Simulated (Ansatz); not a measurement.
## NMR crystallography of TiO2 with La replacing Ti: given against relaxed positions

Start: a supercell of TiO2 (rutile type, P4_2/mnm) built from a structure deposited in the COD, with all atoms left at the host's positions.

```yaml
crystal:
  lattice:
    - [4.59220, 4.59220, 0.00000]
    - [-4.59220, 4.59220, 0.00000]
    - [0.00000, 0.00000, 8.87220]
  atoms:
    - { symbol: La, position: [0.00000, 0.00000, 0.00000] }
    - { symbol: Ti, position: [0.00000, 0.00000, 0.33333] }
    - { symbol: Ti, position: [0.00000, 0.00000, 0.66667] }
    - { symbol: Ti, position: [0.50000, 0.50000, 0.00000] }
    - { symbol: Ti, position: [0.50000, 0.50000, 0.33333] }
    - { symbol: Ti, position: [0.50000, 0.50000, 0.66667] }
    - { symbol: Ti, position: [0.50000, 0.00000, 0.16667] }
    - { symbol: Ti, position: [0.50000, 0.00000, 0.50000] }
    - { symbol: Ti, position: [0.50000, 0.00000, 0.83333] }
    - { symbol: Ti, position: [0.00000, 0.50000, 0.16667] }
    - { symbol: Ti, position: [0.00000, 0.50000, 0.50000] }
    - { symbol: Ti, position: [0.00000, 0.50000, 0.83333] }
    - { symbol: O, position: [0.30496, 0.00000, 0.00000] }
    - { symbol: O, position: [0.30496, 0.00000, 0.33333] }
    - { symbol: O, position: [0.30496, 0.00000, 0.66667] }
    - { symbol: O, position: [0.80496, 0.50000, 0.00000] }
    - { symbol: O, position: [0.80496, 0.50000, 0.33333] }
    - { symbol: O, position: [0.80496, 0.50000, 0.66667] }
    - { symbol: O, position: [0.50000, 0.30496, 0.16667] }
    - { symbol: O, position: [0.50000, 0.30496, 0.50000] }
    - { symbol: O, position: [0.50000, 0.30496, 0.83333] }
    - { symbol: O, position: [0.00000, 0.80496, 0.16667] }
    - { symbol: O, position: [0.00000, 0.80496, 0.50000] }
    - { symbol: O, position: [0.00000, 0.80496, 0.83333] }
    - { symbol: O, position: [0.69504, 0.00000, 0.00000] }
    - { symbol: O, position: [0.69504, 0.00000, 0.33333] }
    - { symbol: O, position: [0.69504, 0.00000, 0.66667] }
    - { symbol: O, position: [0.19504, 0.50000, 0.00000] }
    - { symbol: O, position: [0.19504, 0.50000, 0.33333] }
    - { symbol: O, position: [0.19504, 0.50000, 0.66667] }
    - { symbol: O, position: [0.50000, 0.69504, 0.16667] }
    - { symbol: O, position: [0.50000, 0.69504, 0.50000] }
    - { symbol: O, position: [0.50000, 0.69504, 0.83333] }
    - { symbol: O, position: [0.00000, 0.19504, 0.16667] }
    - { symbol: O, position: [0.00000, 0.19504, 0.50000] }
    - { symbol: O, position: [0.00000, 0.19504, 0.83333] }
```

Atom numbers follow the list; atoms alike are taken as one site, whose name carries the number of the first.

Level of theory: DFT, PBE, plane waves and PAW, scalar-relativistic, 420 eV cutoff, Γ-centred 3×3×2 k-points, Fermi–Dirac smearing 0.01 eV, cell charge -1 (Ansatz 0.2.0).

The largest force at the start is 8.6 eV/Å. Relaxing the ions at fixed cell moves them by 0.344 Å at most (atom 22, O) and 0.125 Å rms.

```
site  atom  moved (Å)                   first shell before               first shell after  V_zz before (10²¹ V/m²)  η before
  La     1      0.000                   6 O at 1.95–1.98 Å              6 O at 2.13–2.28 Å                    -4.42      0.83
 Ti2     2      0.089                   6 O at 1.95–1.98 Å              6 O at 1.87–1.98 Å                    -3.48      0.92
 Ti4     4      0.000                   6 O at 1.95–1.98 Å              6 O at 1.94–1.99 Å                    -2.01      0.26
 Ti5     5      0.013                   6 O at 1.95–1.98 Å              6 O at 1.94–1.96 Å                    -2.02      0.18
 Ti7     7      0.031                   6 O at 1.95–1.98 Å              6 O at 1.88–1.98 Å                    -3.34      0.70
 Ti8     8      0.000                   6 O at 1.95–1.98 Å              6 O at 1.93–1.97 Å                    -2.70      0.38
Ti10    10      0.043                   6 O at 1.95–1.98 Å              6 O at 1.87–1.98 Å                    -2.68      0.42
Ti11    11      0.000                   6 O at 1.95–1.98 Å              6 O at 1.94–1.95 Å                    -2.01      0.29
 O13    13      0.150       2 Ti at 1.95 Å, 1 La at 1.98 Å  2 Ti at 1.88 Å, 1 La at 2.13 Å                    -1.83      0.12
 O16    16      0.012                  3 Ti at 1.95–1.98 Å             3 Ti at 1.97–1.99 Å                     2.48      0.92
 O19    19      0.006                  3 Ti at 1.95–1.98 Å             3 Ti at 1.94–1.98 Å                    -2.34      0.96
 O22    22      0.344  2 Ti at 1.95–1.98 Å, 1 La at 1.95 Å  2 Ti at 1.87 Å, 1 La at 2.28 Å                     3.01      0.67
 O23    23      0.032                  3 Ti at 1.95–1.98 Å             3 Ti at 1.90–1.95 Å                     1.99      0.82
```

Q: What are V_zz and η after the relaxation?

A: 

```
site  atom  V_zz after  η after  change of V_zz
  La     1        20.6     0.45               –
 Ti2     2        5.94     0.67               –
 Ti4     4       -2.68     0.72           -0.67
 Ti5     5        1.81     0.20               –
 Ti7     7       -5.07     0.41           -1.73
 Ti8     8       -2.29     0.54           +0.41
Ti10    10       -5.64     0.71               –
Ti11    11        0.89     0.83               –
 O13    13        2.25     0.94               –
 O16    16        2.05     0.49           -0.43
 O19    19        2.41     0.86               –
 O22    22        2.10     0.32           -0.91
 O23    23        2.74     0.42           +0.75
```

The largest change of V_zz along a kept axis is on Ti7, from -3.34 to -5.07. The whole tensor moves most on La, by 20.23 along its most changed direction. In per cent, |V_zz| changes by -15 to +52 on Ti, -30 to +38 on O (all sites that start above 0.5, bar those whose gradient vanishes or changes sign or whose main axis turns by over 40°). Where |V_zz| stays above 0.1 and the axes keep their order, η moves most on Ti4, from 0.26 to 0.72. On O22, O23 V_xx and V_yy change places (or their axes turn by over 50°), so the two values of η hide a larger change. On La, Ti2, Ti10, O19, Ti5, Ti11, O13 the largest principal value lies along another axis in the second run, so the two V_zz can't be compared directly. The table leaves out 3 of the 16 sites, with |V_zz| up to 3.63; their tensors move by 0.90 at most along any direction. The statements above cover all sites. The host's own positions weren't relaxed first, so part of the change far from the defect can be the host's relaxation.

The defect repeats with the cell of 36 atoms, so it feels its images: sites between two images don't show the values beside a lone defect, and zeros or small values of η there can come from the images' arrangement. O and Ti carry a gradient in the pure host already, so the values there aren't the defect's effect alone. A uniform background compensates the cell's charge.
Before: Without spin–orbit coupling (the program notes it for La) the gradients can shift somewhat, as the gap is small. The cell keeps the host's lattice, where the PBE pressure is 19 GPa (in a charged cell this depends on the convention for the mean potential). The neighbours have not yet relaxed around the defect (largest force 8.6 eV/Å), so the values at and beside it are those of a strained start, not of the defect in a real crystal.
After: The relaxation keeps the site symmetry mmm of the start, so the impurity can't leave its site; a start off the site could end lower. Without spin–orbit coupling (the program notes it for La) the gradients are little affected as a rule: paired runs on crystals with a gap mostly move them by under 2 % at such atoms. The cell keeps the host's lattice, where the PBE pressure is 16 GPa (in a charged cell this depends on the convention for the mean potential).
